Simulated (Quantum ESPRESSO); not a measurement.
Mg3ClS2F, finding a planted mistake in a log

Simulated, not a measurement. The program is pw.x of Quantum ESPRESSO 7.5 (plane-wave density functional theory). The cell is made up: 7 atoms on a zincblende/diamond lattice with one site empty, with randomly drawn elements, strain and displacements, not relaxed. PseudoDojo standard norm-conserving files (v0.5 for PBE, v0.4.1 for LDA and PBEsol) set the functional; there is no spin polarisation, spin-orbit coupling or dispersion term, and the masses in the input are unused placeholders.

Intended input:

```
&control calculation='scf', pseudo_dir='./dojo.nc.sr.pbe.v0_5.standard.upf', outdir='./o', disk_io='medium', tprnfor=.true., tstress=.true. /
&system ibrav=0, nat=7, ntyp=4, nbnd=34, ecutwfc=84.00895049, nosym=.true., tot_charge=0,
 occupations='smearing', smearing='fd', degauss=0.0018374661
/
&electrons conv_thr=7.350e-09, electron_maxstep=60, /
ATOMIC_SPECIES
Cl 1.0 Cl.upf
F 1.0 F.upf
Mg 1.0 Mg.upf
S 1.0 S.upf
CELL_PARAMETERS angstrom
5.427 0.0148 -0.0257
0.0148 5.3261 -0.0284
-0.0257 -0.0284 5.3367
ATOMIC_POSITIONS angstrom
Mg -0.0465 -0.1023 0.0554
Mg 0.0583 2.5666 2.7062
Mg 2.7061 -0.0365 2.5489
Cl 1.3334 1.2992 1.3665
S 1.3202 3.9717 3.971
S 3.9946 1.4364 4.0292
F 4.1966 3.992 1.3753
K_POINTS automatic
4 4 4 1 1 1
```

The log is shortened where brackets say so; the opening notice, blank lines, dates and the lines on written files are dropped, and the path of the files is cut. It prints rydbergs, bohrs and kilobars, and counts compression as positive stress. Where no state is partly filled, the Fermi energy that it prints is only some level between the filled and the empty states on the mesh, and need not lie in the true gap.

Log of the intended run:

```
     Program PWSCF v.7.5
     Parallel version (MPI & OpenMP), running on       1 processor cores
     Number of MPI processes:                 1
     Threads/MPI process:                     1
     [start-up lines left out]
     bravais-lattice index     =            0
     lattice parameter (alat)  =      10.2557  a.u.
     unit-cell volume          =    1040.9097 (a.u.)^3
     number of atoms/cell      =            7
     number of atomic types    =            4
     number of electrons       =        56.00
     number of Kohn-Sham states=           34
     kinetic-energy cutoff     =      84.0090  Ry
     charge density cutoff     =     336.0358  Ry
     scf convergence threshold =      7.3E-09
     mixing beta               =       0.7000
     number of iterations used =            8  plain     mixing
     Exchange-correlation= PBE
                           (   1   4   3   4   0   0   0)
     [axes and pseudopotential details left out]
   Cartesian axes
     site n.     atom                  positions (alat units)
         1        Mg     tau(   1) = (  -0.0085681  -0.0188499   0.0102081  )
         2        Mg     tau(   2) = (   0.0107424   0.4729246   0.4986474  )
         3        Mg     tau(   3) = (   0.4986290  -0.0067255   0.4696632  )
         4        Cl     tau(   4) = (   0.2456938   0.2393920   0.2517928  )
         5        S      tau(   5) = (   0.2432615   0.7318299   0.7317009  )
         6        S      tau(   6) = (   0.7360494   0.2646727   0.7424249  )
         7        F      tau(   7) = (   0.7732702   0.7355704   0.2534143  )
     number of k points=    32  Fermi-Dirac smearing, width (Ry)=  0.0018
                       cart. coord. in units 2pi/alat
        k(    1) = (   0.1252616   0.1277065   0.1283998), wk =   0.0625000
        k(    2) = (   0.1264620   0.1290589   0.3826467), wk =   0.0625000
     [further k points left out]
     Dense  grid:   108277 G-vectors     FFT dimensions: (  60,  60,  60)
     Estimated max dynamical RAM per process >     129.82 MB
     Initial potential from superposition of free atoms
     starting charge      55.9975, renormalised to      56.0000
     Starting wfcs are   31 randomized atomic wfcs +    3 random wfcs
     total cpu time spent up to now is       11.4 secs
     per-process dynamical memory:    79.5 Mb
     Self-consistent Calculation
     iteration #  1     ecut=    84.01 Ry     beta= 0.70
     Davidson diagonalization with overlap
     ethr =  1.00E-02,  avg # of iterations =  6.5
     total cpu time spent up to now is       50.2 secs
     total energy              =    -482.91353721 Ry
     estimated scf accuracy    <       0.65782333 Ry
     iteration #  2     ecut=    84.01 Ry     beta= 0.70
     Davidson diagonalization with overlap
     ethr =  1.17E-03,  avg # of iterations =  2.7
     total cpu time spent up to now is       77.3 secs
     total energy              =    -483.07156290 Ry
     estimated scf accuracy    <       0.37087536 Ry
     [iterations 3 to 8 left out]
     iteration #  9     ecut=    84.01 Ry     beta= 0.70
     Davidson diagonalization with overlap
     ethr =  1.74E-10,  avg # of iterations =  3.0
     total cpu time spent up to now is      253.0 secs
     total energy              =    -483.15672256 Ry
     estimated scf accuracy    <       0.00000001 Ry
     iteration # 10     ecut=    84.01 Ry     beta= 0.70
     Davidson diagonalization with overlap
     ethr =  1.90E-11,  avg # of iterations =  2.2
     total cpu time spent up to now is      278.8 secs
     End of self-consistent calculation
     [lines on levels left out]
     the Fermi energy is     4.7493 ev
!    total energy              =    -483.15672257 Ry
     estimated scf accuracy    <          1.1E-09 Ry
     smearing contrib. (-TS)   =       0.00000000 Ry
     internal energy E=F+TS    =    -483.15672257 Ry
     The total energy is F=E-TS. E is the sum of the following terms:
     one-electron contribution =    -361.23753057 Ry
     hartree contribution      =     183.50503939 Ry
     xc contribution           =     -80.49612131 Ry
     ewald contribution        =    -224.92811008 Ry
     convergence has been achieved in  10 iterations
     Forces acting on atoms (cartesian axes, Ry/au):
     atom    1 type  3   force =    -0.05521684   -0.01712994   -0.01678616
     atom    2 type  3   force =    -0.05907545    0.03953164    0.00990370
     atom    3 type  3   force =     0.05935364   -0.04540984    0.04554943
     atom    4 type  1   force =     0.01402289    0.01160713   -0.05659004
     atom    5 type  4   force =     0.03946318    0.00622408    0.00085094
     atom    6 type  4   force =    -0.01665288   -0.02855146    0.00598162
     atom    7 type  2   force =     0.01810546    0.03372838    0.01109050
     Total force =     0.155826     Total SCF correction =     0.000055
     Computing stress (Cartesian axis) and pressure
          total   stress  (Ry/bohr**3)                   (kbar)     P=       24.88
   0.00025373  -0.00002997   0.00005008           37.32       -4.41        7.37
  -0.00002997   0.00021185   0.00015745           -4.41       31.16       23.16
   0.00005008   0.00015745   0.00004175            7.37       23.16        6.14
     init_run     :     10.32s CPU     11.25s WALL (       1 calls)
     electrons    :    253.64s CPU    267.40s WALL (       1 calls)
     forces       :      3.12s CPU      3.19s WALL (       1 calls)
     stress       :     15.11s CPU     15.25s WALL (       1 calls)
     [timing details left out]
     PWSCF        :   4m42.54s CPU   4m57.86s WALL
     JOB DONE.
```

A second run was made from an input with one planted mistake. Its log:

```
     Program PWSCF v.7.5
     Parallel version (MPI & OpenMP), running on       1 processor cores
     Number of MPI processes:                 1
     Threads/MPI process:                     1
     [start-up lines left out]
     bravais-lattice index     =            0
     lattice parameter (alat)  =      10.2557  a.u.
     unit-cell volume          =    1040.9097 (a.u.)^3
     number of atoms/cell      =            7
     number of atomic types    =            4
     number of electrons       =        56.00
     number of Kohn-Sham states=           34
     kinetic-energy cutoff     =      84.0090  Ry
     charge density cutoff     =     336.0358  Ry
     scf convergence threshold =      1.5E-02
     mixing beta               =       0.7000
     number of iterations used =            8  plain     mixing
     Exchange-correlation= PBE
                           (   1   4   3   4   0   0   0)
     [axes and pseudopotential details left out]
   Cartesian axes
     site n.     atom                  positions (alat units)
         1        Mg     tau(   1) = (  -0.0085681  -0.0188499   0.0102081  )
         2        Mg     tau(   2) = (   0.0107424   0.4729246   0.4986474  )
         3        Mg     tau(   3) = (   0.4986290  -0.0067255   0.4696632  )
         4        Cl     tau(   4) = (   0.2456938   0.2393920   0.2517928  )
         5        S      tau(   5) = (   0.2432615   0.7318299   0.7317009  )
         6        S      tau(   6) = (   0.7360494   0.2646727   0.7424249  )
         7        F      tau(   7) = (   0.7732702   0.7355704   0.2534143  )
     number of k points=    32  Fermi-Dirac smearing, width (Ry)=  0.0018
                       cart. coord. in units 2pi/alat
        k(    1) = (   0.1252616   0.1277065   0.1283998), wk =   0.0625000
        k(    2) = (   0.1264620   0.1290589   0.3826467), wk =   0.0625000
     [further k points left out]
     Dense  grid:   108277 G-vectors     FFT dimensions: (  60,  60,  60)
     Estimated max dynamical RAM per process >     129.82 MB
     Initial potential from superposition of free atoms
     starting charge      55.9975, renormalised to      56.0000
     Starting wfcs are   31 randomized atomic wfcs +    3 random wfcs
     total cpu time spent up to now is        8.2 secs
     per-process dynamical memory:    79.5 Mb
     Self-consistent Calculation
     iteration #  1     ecut=    84.01 Ry     beta= 0.70
     Davidson diagonalization with overlap
     ethr =  1.00E-02,  avg # of iterations =  6.5
     total cpu time spent up to now is       31.9 secs
     total energy              =    -482.91353721 Ry
     estimated scf accuracy    <       0.65782333 Ry
     iteration #  2     ecut=    84.01 Ry     beta= 0.70
     Davidson diagonalization with overlap
     ethr =  1.17E-03,  avg # of iterations =  2.7
     total cpu time spent up to now is       55.6 secs
     total energy              =    -483.07156290 Ry
     estimated scf accuracy    <       0.37087536 Ry
     iteration #  3     ecut=    84.01 Ry     beta= 0.70
     Davidson diagonalization with overlap
     ethr =  6.62E-04,  avg # of iterations =  2.0
     total cpu time spent up to now is       77.3 secs
     total energy              =    -483.15213925 Ry
     estimated scf accuracy    <       0.01763857 Ry
     iteration #  4     ecut=    84.01 Ry     beta= 0.70
     Davidson diagonalization with overlap
     ethr =  3.15E-05,  avg # of iterations =  7.7
     total cpu time spent up to now is       97.7 secs
     End of self-consistent calculation
     [lines on levels left out]
     the Fermi energy is     4.7074 ev
!    total energy              =    -483.15573648 Ry
     estimated scf accuracy    <       0.00258346 Ry
     smearing contrib. (-TS)   =       0.00000000 Ry
     internal energy E=F+TS    =    -483.15573648 Ry
     The total energy is F=E-TS. E is the sum of the following terms:
     one-electron contribution =    -361.08400445 Ry
     hartree contribution      =     183.34431884 Ry
     xc contribution           =     -80.48794080 Ry
     ewald contribution        =    -224.92811008 Ry
     convergence has been achieved in   4 iterations
     Forces acting on atoms (cartesian axes, Ry/au):
     atom    1 type  3   force =    -0.05496574   -0.01691217   -0.01577777
     atom    2 type  3   force =    -0.05916098    0.04024894    0.00978493
     atom    3 type  3   force =     0.06010392   -0.04501046    0.04465708
     atom    4 type  1   force =     0.01351709    0.01119553   -0.05669190
     atom    5 type  4   force =     0.03948066    0.00619143    0.00115473
     atom    6 type  4   force =    -0.01654526   -0.02790652    0.00632823
     atom    7 type  2   force =     0.01757031    0.03219324    0.01054470
     Total force =     0.155158     Total SCF correction =     0.065257
     SCF correction compared to forces is large: reduce conv_thr to get better values
     Computing stress (Cartesian axis) and pressure
          total   stress  (Ry/bohr**3)                   (kbar)     P=       23.28
   0.00024098  -0.00003914   0.00005185           35.45       -5.76        7.63
  -0.00003914   0.00019955   0.00015158           -5.76       29.35       22.30
   0.00005185   0.00015158   0.00003433            7.63       22.30        5.05
     init_run     :      7.51s CPU      8.09s WALL (       1 calls)
     electrons    :     85.04s CPU     89.55s WALL (       1 calls)
     forces       :      2.49s CPU      2.53s WALL (       1 calls)
     stress       :      9.59s CPU      9.69s WALL (       1 calls)
     [timing details left out]
     PWSCF        :   1m44.79s CPU   1m50.22s WALL
     JOB DONE.
```

Question: what was wrong in the second input?

Answer: the self-consistency threshold is too loose. The input lines that differ, file-writing options aside:

```
- &electrons conv_thr=7.350e-09, electron_maxstep=60, /
+ &electrons conv_thr=1.470e-02, electron_maxstep=60, /
```

```
                                            intended run  run with the mistake
                          free energy (eV)     -6573.682             -6573.669
                    smearing term -TS (eV)        0.0000                0.0000
                            pressure (GPa)          2.49                  2.33
            largest force component (eV/Å)         1.526                 1.545
largest change of a force component (eV/Å)                               0.039
                                iterations            10                     4
```

For scale, a rerun of the intended cell at 1437 eV and a 6 x 6 x 6 mesh moved values by no more than 0.003 eV in energy, 0.02 GPa in stress and 0.006 eV/Å in force.